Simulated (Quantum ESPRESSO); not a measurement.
```cif
data_CdS2Zn
_chemical_formula_sum 'S2 Zn1 Cd1'
_space_group_name_H-M_alt 'P 1'
_space_group_IT_number 1
_cell_length_a 3.93567
_cell_length_b 3.93567
_cell_length_c 6.51847
_cell_angle_alpha 90.000
_cell_angle_beta 90.000
_cell_angle_gamma 120.000
loop_
_space_group_symop_operation_xyz
  'x, y, z'
loop_
_atom_site_label
_atom_site_type_symbol
_atom_site_fract_x
_atom_site_fract_y
_atom_site_fract_z
_atom_site_occupancy
S1 S 0.33333 0.66667 0.89199 1
S2 S 0.00000 0.00000 0.35401 1
Zn1 Zn 0.00000 0.00000 0.99906 1
Cd1 Cd 0.33333 0.66667 0.50692 1
```

Cell and atoms were relaxed with PBEsol from Materials Project entry mp-1215475, within its symmetry.

Q: What does norm-conserving PBEsol (Quantum ESPRESSO, 102 Ry, with spin-orbit coupling) give for the electronic structure near the Fermi level?

A: The PBEsol gap is direct, 1.31 eV at Γ. 

The structure is a Materials Project entry; no match was found in the copy of COD used, and its stability was not checked.
